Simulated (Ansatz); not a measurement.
LaScO₂F in space group P4/mmm (No. 123; La on 1d, Sc on 1a, O on 2f, F on 1b) at seven volumes, r²SCAN in the plane-wave PAW code Ansatz, shape and atoms relaxed at each. One row is withheld.

| V (Å³/atom) | P (GPa) |
|---|---|
| 12.525 | 16.44 |
| 12.938 | 10.04 |
| 13.351 | 4.61 |
| 13.764 | 0.00 |
| 14.177 | ? |
| 14.590 | -7.24 |
| 15.002 | -10.06 |

Question: Fit the shown pressures and predict the withheld one.

Answer: Third-order Birch–Murnaghan: P = (3/2)B₀(x^(7/2) − x^(5/2))[1 + (3/4)(B′ − 4)(x − 1)] with x = (V₀/V)^(2/3). Least squares on the six rows gives V₀ = 13.764 Å³/atom, B₀ = 141.3 GPa, B′ = 4.43. At V = 14.177, x = 0.9805 and P = -3.91 GPa. The run itself gave -3.91 GPa.

The start of the workflow was typed in or built on a structure type; neither database checked (COD, Materials Project) lists it. Whether it is the stable phase at ambient conditions was not checked. Symmetry was held in the r²SCAN relaxation; its stability against distortions is not shown here. The run is not spin-polarised. The volume moved by -20 % from the start of the relaxation. Scalar-relativistic: spin–orbit coupling is off unless named, which matters more the heavier the elements.

Potentials: the earlier of the program's two PAW sets.
